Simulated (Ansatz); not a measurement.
YSi2 (MoSi2 or CaC2 type, I4/mmm) under volume change, DFT-PBEsol in the program Ansatz with PAW potentials, shape and atoms relaxed at each volume.

| V (Å³/atom) | E − E(relaxed) (meV/atom) | P (GPa) |
|---|---|---|
| 16.850 | 48.3 | 10.14 |
| 17.406 | ___ | ___ |
| 17.961 | 4.8 | 2.83 |
| 18.517 | 0.0 | 0.00 |
| 19.072 | ___ | ___ |
| 19.628 | 16.9 | -4.67 |
| 20.183 | 36.4 | -6.57 |

Q: What belongs in the gaps?

A: 
- 17.406, E − E(relaxed) (meV/atom): 20.2
- 17.406, P (GPa): 6.17
- 19.072, E − E(relaxed) (meV/atom): 4.4
- 19.072, P (GPa): -2.49

Q: What does a third-order Birch–Murnaghan fit give for V₀, B₀ and B′?

A: V₀ = 18.51 Å³/atom, B₀ = 89.5 GPa, B′ = 3.9.

The cell is a constructed one: a structure type filled with these elements; neither database checked (COD, Materials Project) lists it. COD files the formula under space group No. 191, so this cell is another polymorph or a model. Its standing as an ambient phase is unchecked. The PBEsol relaxation kept the symmetry of its start; of distortions, only those at the zone centre were tested. The run is not spin-polarised. Scalar-relativistic: spin–orbit coupling is off unless named, which matters more the heavier the elements.

Potentials: the later of the program's two PAW sets.
